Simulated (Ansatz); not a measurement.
# Every step of a relaxation of rocksalt LaBi (110), 3 layers

DFT, r2SCAN, PAW with Ansatz's default frozen-core files, scalar-relativistic (Ansatz 0.2.0); a Γ-centred 7×5×1 k mesh, Fermi–Dirac smearing of 0.05 eV, no spin polarisation. The run relaxes the atoms in the fixed cell.

Command: `ansatz run input.yaml --threads 2 --pin off --max-ram 4096MiB --backend cpu --events-out ev --progress --plain --runs-dir out` It took 75 s on 2 threads of AMD EPYC 9R45 96-Core Processor (Zen 5) (shared host), peak memory 2 GiB.

```yaml
crystal:
  lattice:
    - [4.710413727, 0.0, 0.0]
    - [0.0, 6.6615309771, 0.0]
    - [0.0, 0.0, 20.7104]
  atoms:
    - { symbol: La, position: [0.0, 0.25, 0.3862790258] }
    - { symbol: Bi, position: [0.0, 0.75, 0.3862790258] }
    - { symbol: La, position: [0.5, 0.75, 0.5] }
    - { symbol: Bi, position: [0.5, 0.25, 0.5] }
    - { symbol: La, position: [0.0, 0.25, 0.6137209742] }
    - { symbol: Bi, position: [0.0, 0.75, 0.6137209742] }
kpoints:
  mp_grid: { grid: [7, 5, 1] }
scf:
  occupations: { method: fermi_dirac, width: 0.05 }
hamiltonian:
  xc: r2scan
  pseudopotentials: { kind: paw }
output:
  forces: true
  stress: true
  eigenvalues: true
relax:
  f_tol: 0.01
  max_steps: 40
efield:
  axis: 3
  amplitude: 0
  dipole_correction: true
```

Each step lists its free energy a cell above the last geometry, and Cartesian positions (Å) with forces (eV/Å).

The first step:

```
step 1  dF = 158.90 meV
  La 0.0000 1.6654 8.0000   0.0000 0.0000 0.8246
  Bi 0.0000 4.9961 8.0000   0.0000 0.0000 -0.3742
  La 2.3552 4.9961 10.3552   0.0000 0.0000 0.0000
  Bi 2.3552 1.6654 10.3552   0.0000 0.0000 0.0000
  La 0.0000 1.6654 12.7104   0.0000 0.0000 -0.8246
  Bi 0.0000 4.9961 12.7104   0.0000 0.0000 0.3742
```

Spin–orbit coupling is left out, which matters for the heavy atoms. The PAW files were made under PBE. The cell is 1×1, so reconstructions are forbidden.

**Question.** Where does the relaxation end, and by which steps?

**Answer.** After 4 geometries, with a shortest distance of 3.224 Å. The further steps:
```
step 2  dF = 10.60 meV
  La 0.0000 1.6654 8.1953   0.0000 0.0000 -0.2530
  Bi 0.0000 4.9961 7.9256   0.0000 0.0000 0.0483
  La 2.3552 4.9961 10.3552   0.0000 0.0000 0.0000
  Bi 2.3552 1.6654 10.3552   0.0000 0.0000 0.0000
  La 0.0000 1.6654 12.5151   0.0000 0.0000 0.2530
  Bi 0.0000 4.9961 12.7848   0.0000 0.0000 -0.0483
step 3  dF = 0.15 meV
  La 0.0000 1.6654 8.1495   0.0000 0.0000 0.0260
  Bi 0.0000 4.9961 7.9325   0.0000 0.0000 -0.0152
  La 2.3552 4.9961 10.3552   0.0000 0.0000 0.0000
  Bi 2.3552 1.6654 10.3552   0.0000 0.0000 0.0000
  La 0.0000 1.6654 12.5609   0.0000 0.0000 -0.0260
  Bi 0.0000 4.9961 12.7779   0.0000 0.0000 0.0152
step 4  dF = 0.00 meV
  La 0.0000 1.6654 8.1536   0.0000 0.0000 -0.0001
  Bi 0.0000 4.9961 7.9301   0.0000 0.0000 -0.0038
  La 2.3552 4.9961 10.3552   0.0000 0.0000 0.0000
  Bi 2.3552 1.6654 10.3552   0.0000 0.0000 0.0000
  La 0.0000 1.6654 12.5568   0.0000 0.0000 0.0001
  Bi 0.0000 4.9961 12.7803   0.0000 0.0000 0.0038
```
